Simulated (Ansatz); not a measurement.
Ge₂Mo:
Space group Pnma (No. 62); a = 6.321 Å, b = 3.434 Å, c = 8.549 Å, α = 90.00°, β = 90.00°, γ = 90.00°

```tsv
atom	site	symmetry	x	y	z
Ge	4c	.m.	0.3641	0.2500	0.4590
Mo	4c	.m.	0.2494	0.2500	0.1713
Ge	4c	.m.	0.0617	0.7500	0.3677
```

Relaxed at zero pressure with PBEsol in the plane-wave PAW code Ansatz.

Q: The volume is lowered by 3 % and shape and atoms relax at that volume. What pressure results, and how do the axes share the change?

A: 5.7 GPa; a -1.1 %, b -1.1 %, c -0.9 %; the energy rises by 8 meV/atom.

Q: Give the new structure.

A: 
Space group Pnma (No. 62); a = 6.2519 Å, b = 3.3974 Å, c = 8.4756 Å, α = 90.00°, β = 90.00°, γ = 90.00°

```
atom  site  symmetry       x       y       z
----  ----  --------  ------  ------  ------
Ge      4c       .m.  0.3641  0.2500  0.4591
Mo      4c       .m.  0.2495  0.2500  0.1717
Ge      4c       .m.  0.0619  0.7500  0.3683
```

The phase is kept; no other phase was compared at this pressure.

The workflow started from an entry of the Crystallography Open Database (COD). Its standing as an ambient phase is unchecked. The PBEsol relaxation kept the symmetry of its start; whether a distortion lowers the energy is not shown. The run is not spin-polarised.

Potentials: the later of the program's two PAW sets.
